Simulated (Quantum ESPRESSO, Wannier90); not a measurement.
# MgSe (rock salt), plane waves to Wannier functions

Materials Project entry mp-10760; symmetrised, unrelaxed at this level. COD (Crystallography Open Database) has an entry of this formula and space group (matched by these alone). Level: PBEsol, no spin polarisation, no spin-orbit coupling; pw.x of Quantum ESPRESSO at 69 Ry with PseudoDojo potentials, 10×10×10 k-points, Wannier90. Density: 10×10×10 mesh, cold smearing 0.01 Ry. Spin-orbit coupling, left out, would split the p-like bands by a few tenths of an eV.

On the energy scale of pw.x, whose zero is arbitrary, the valence-band maximum lies at 7.86 eV.

Isolated groups of bands, relative to the valence-band maximum (bands from 14 on overlap up to the last one computed):

```
bands  from (eV)  to (eV)  filling  weight on atomic waves
-----  ---------  -------  -------  ----------------------
1         -75.07   -75.07   filled             Mg 2s 100 %
2–6       -46.33   -46.32   filled             Se 3d 100 %
7–9       -41.99   -41.99   filled             Mg 2p 100 %
10        -12.92   -11.47   filled  Se 4s 89 %, Mg 3s 10 %
11–13      -4.93     0.00   filled   Se 4p 89 %, Mg 3s 7 %
```

Input w.win:

```
num_bands = 15
num_wann = 8
exclude_bands = 1-9
num_iter = 800
conv_tol = 1.0e-6
conv_window = 4
dis_num_iter = 1000
dis_conv_tol = 1.0e-6
dis_froz_max = 3.26
write_hr = true
write_u_matrices = true
begin projections
Mg: s;p
Se: s;p
end projections
begin unit_cell_cart
ang
    0.0000000000    2.7337250000    2.7337250000
    2.7337250000    0.0000000000    2.7337250000
    2.7337250000    2.7337250000    0.0000000000
end unit_cell_cart
begin atoms_frac
Mg   0.0000000000  0.0000000000  0.0000000000
Se   0.5000000000  0.5000000000  0.5000000000
end atoms_frac
mp_grid = 10 10 10
begin kpoints
0.0000000000 0.0000000000 0.0000000000
0.0000000000 0.0000000000 0.1000000000
0.0000000000 0.0000000000 0.2000000000
... (997 more lines: the 10x10x10 mesh through Gamma)
end kpoints
```

The run ends without an error message, but its bands miss those of pw.x by 190 meV rms and 0.57 eV at worst (states up to 2.8 eV relative to the valence-band maximum).

What is the mistake?

Window typed relative to the reference level, not as an absolute energy. With that mended (8 functions from bands 10-24 of the 24 computed, start hydrogen-like Mg: s;p; Se: s;p, frozen window up to 3.26 eV relative to the valence-band maximum, outer window open) the misfit is 1.8 meV rms.
